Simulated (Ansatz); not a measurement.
Here is the system:

Relaxed Al (fcc, Cu type):

```
CELL_PARAMETERS angstrom
      4.03999     0.00000     0.00000
      0.00000     4.03999     0.00000
      0.00000     0.00000     4.03999
ATOMIC_POSITIONS crystal
  Al 0.00000 0.00000 0.00000
  Al 0.50000 0.50000 0.00000
  Al 0.50000 0.00000 0.50000
  Al 0.00000 0.50000 0.50000
```

In each cell atom 1 (Al, nearest neighbour Al at 2.857 Å; its periodic images, 4.0 Å or more away, move with it) moves by s·(1.000, 0.000, 0.000) (along Cartesian x), the rest being held.

Method: PBE (plane waves to 420 eV, PAW, scalar-relativistic; Ansatz, an electronic-structure program). k mesh 9×9×9 (Γ-centred), Fermi-Dirac smearing 0.05 eV. Energies are smeared free energies. With partly filled bands, energies and forces of such displacements shift with the k mesh and the smearing. On this mesh the relaxed cell isn't quite at rest: it carries a pressure of 0.2 GPa (compression positive) at the zero of the scan. Al was relaxed with its symmetry unable to fall. The PAW data are Ansatz's earlier set. The zero of ΔE is the undisplaced structure.

The scan covers s from -0.290 to 0.290 Å in 11 points.

Question: Is this a single well or a double well?

Answer: A single well with its minimum at or next to zero displacement.

Question: Is the energy the same for equal positive and negative displacements?

Answer: Even: the same for both signs. With its periodic images moving along, the atom's site symmetry in this cell is m-3m.

Question: What is the force constant k = d²E/ds² of this move at s = 0?

Answer: 4.35 eV/Å².

(A displaced cell: forces are minus the slopes of the energy, force constants its curvatures, and phonons follow from these.)
